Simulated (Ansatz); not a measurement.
Input and command of a plane-wave DFT calculation in Ansatz:

```yaml
crystal:
  lattice:
    - [1.6803268679, 0.9701371695, 8.713405462]
    - [-1.6803268679, 0.9701371695, 8.713405462]
    - [0.0, -1.940274339, 8.713405462]
  atoms:
    - { symbol: Zn, position: [0.218382, 0.218382, 0.218382] }
    - { symbol: In, position: [0.0046807615, 0.0046807615, 0.0046807615] }
    - { symbol: Ga, position: [0.787034, 0.787034, 0.787034] }
    - { symbol: O, position: [0.295143, 0.295143, 0.295143] }
    - { symbol: O, position: [0.711358, 0.711358, 0.711358] }
    - { symbol: O, position: [0.121717, 0.121717, 0.121717] }
    - { symbol: O, position: [0.863599, 0.863599, 0.863599] }
basis:
  ecutwfc: 420
kpoints:
  mp_grid: { grid: [12, 12, 12] }
hamiltonian:
  xc: pbe
scf:
  occupations: { method: gaussian, width: 0.05 }
output:
  forces: true
  stress: true
  eigenvalues: true
```

```bash
ansatz run input.yaml --threads 2 --pin off --max-ram 5120MiB --backend cpu --events-out ev --progress --plain --runs-dir out
```

Processor: Intel(R) Xeon(R) 6975P-C (Granite Rapids), 2 threads, on a host shared with other jobs.

Q: Estimate time, memory and problem size.

A: About 13 s on 2 threads of Intel(R) Xeon(R) 6975P-C (Granite Rapids), with other jobs on the host, peak memory 0.75 GiB. It solves 38 bands at 189 k points (the mesh reduced by symmetry) with about 1667 plane waves, in 8 SCF iterations.
